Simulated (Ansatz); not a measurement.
Ansatz 0.2.0, relaxation: Ti$_{2}$PS

Input:

```yaml
crystal:
  lattice:
    - [1.68722634, 2.92235982, 0.0]
    - [-1.68722634, 2.92235982, 0.0]
    - [0.0, 0.0, 11.77378867]
  atoms:
    - { symbol: Ti, position: [0.33333, 0.33334, 0.099], spin: 1.0 }
    - { symbol: Ti, position: [0.66666, 0.66667, 0.599], spin: -1.0 }
    - { symbol: Ti, position: [0.33333, 0.33334, 0.401], spin: 1.0 }
    - { symbol: Ti, position: [0.66667, 0.66667, 0.901], spin: -1.0 }
    - { symbol: P, position: [0.0, 0.0, 0.0] }
    - { symbol: P, position: [0.0, 0.0, 0.5] }
    - { symbol: S, position: [0.66667, 0.66666, 0.25] }
    - { symbol: S, position: [0.33334, 0.33333, 0.75] }
  symmetry: { detect: false, time_reversal: true }
kpoints:
  mp_grid: { grid: [8, 8, 2], shift: [0, 0, 0] }
magnetization:
  spin_polarized: true
scf:
  occupations: { method: fermi_dirac }
  lower_state_search: "off"
hamiltonian:
  pseudopotentials: { kind: paw }
  xc: r2scan
  hubbard:
    projectors: all-electron-ortho-atomic
    sites: [{ species: Ti, l: d, u_eff: 3.05 }]
basis:
  ecutwfc: 500
  fft_grid_basis: typed
relax:
  max_steps: 80
  cell: { p_target: 0.0 }
output:
  forces: true
  stress: true
  eigenvalues: true
  bader: true
  populations: true
  elf: true
  write_potential: true
  volumetric_format: npy
  dos:
    e_range: [-12, 8]
    de: 0.05
    projected: { site_lists: { P: [P], S: [S], Ti: [Ti] } }
  write_density: true
checkpoint:
  read: saved_state
```

Launch command:

```bash
ansatz run input.yaml --threads 2 --pin off --max-ram 4096MiB --backend cpu --events-out ev --progress --plain --runs-dir out
```

Origin of the cell: a known structure type with other elements, at an estimated volume, so it need not be a known compound.

The smearing width isn't typed, so it takes its default of 0.1 eV.

The saved state is a converged single point of the same cell. Its moments changed on the way.

The program first moved the atoms by about 0.01 Å at random, to leave a saddle point that the symmetry would hold.

Steps («new basis» is an SCF on plane waves selected anew at the same cell):

```tsv
step	ΔF (meV/atom)	max force component (eV/Å)	P (GPa)	volume (Å³)	SCF iterations	step was
1	0.0	4.179	29.43	116.11	11	accepted
2	-364.7	1.589	14.89	126.13	16	accepted
3	-485.3	0.269	4.14	138.05	16	accepted
4	-496.5	0.102	0.27	144.09	14	accepted
5	-496.9	0.075	0.09	144.34	10	accepted
6	-497.0	0.006	0.00	144.51	7	accepted
7	-497.0	0.003	0.00	144.51	18	accepted
8	-497.0	0.001	0.00	144.51	18	accepted
9	-498.7	0.001	0.01	144.51	11	new basis
```

Before:

Space group P6_3/mmc (No. 194); the run's cell has a = 3.374 Å, b = 3.374 Å, c = 11.774 Å, α = 90.00°, β = 90.00°, γ = 60.00°. Shortest distances: P–Ti 2.27 Å, S–Ti 2.64 Å, Ti–Ti 3.04 Å, S–S 3.37 Å, P–P 3.37 Å, P–S 3.53 Å.

After:

Space group Cmcm (No. 63); the run's cell has a = 3.652 Å, b = 3.689 Å, c = 12.347 Å, α = 90.00°, β = 90.00°, γ = 60.33°. Shortest distances: P–Ti 2.55 Å, S–Ti 2.67 Å, Ti–Ti 3.28 Å.

```xyz
8
Lattice="1.8259 3.1626 0.0000 -1.8627 3.1839 0.0000 0.0000 -0.0001 12.3468" Properties=species:S:1:pos:R:3 pbc="T T T"
Ti    0.0006    2.1118    1.4466
Ti   -0.0404    4.2441    7.6199
Ti    0.0002    2.1120    4.7304
Ti   -0.0402    4.2439   10.9039
P    -0.0014    0.0047    0.0016
P    -0.0017    0.0048    6.1749
S    -0.0016    4.2215    3.0887
S    -0.0383    2.1344    9.2621
```

```
Free energy lowered by                                  : 498.7 meV/atom
Volume change                                           : 24.47 %
Final pressure                                          : 0.01 GPa
Relaxation steps listed                                 : 9
Site moments at the end (small spheres, which read low) : Ti1 +1.3, Ti2 -1.3, Ti3 +1.3, Ti4 -1.3 μB
Total moment                                            : 0.00 μB
```

Caveats: the magnetic state was chosen at the start cell and may not be the lowest after relaxing; the program displaced the start to leave a saddle point.

The run took 12 min on 2 threads of Intel(R) Xeon(R) 6975P-C (Granite Rapids), with other jobs on the host, peak memory 1.6 GiB, from a saved density.
